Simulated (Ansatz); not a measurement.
BP (zinc blende), relaxed and computed with several functionals in Ansatz (plane waves, PAW).

```csv
functional,a (Å),gap (eV),B₀ by P(V) fit (GPa)
PBE,[?],[?],[?]
HSE06,4.524,1.95,174
r²SCAN,4.536,1.41,169
LDA,4.491,1.14,176
```

Question: Some entries are withheld; supply them.

Answer: 
- PBE, a (Å): 4.548
- PBE, gap (eV): 1.25
- PBE, B₀ by P(V) fit (GPa): 162

All cells were relaxed under the symmetry of their starts (and spin orders); stability against distortions was not tested throughout.

Potentials: the earlier of the program's two PAW sets. The files were generated under PBE; for other functionals the program regenerates the frozen cores, and for LDA and PBEsol the local potential too.

Ansatz (a program for electronic structure) is a plane-wave DFT program.
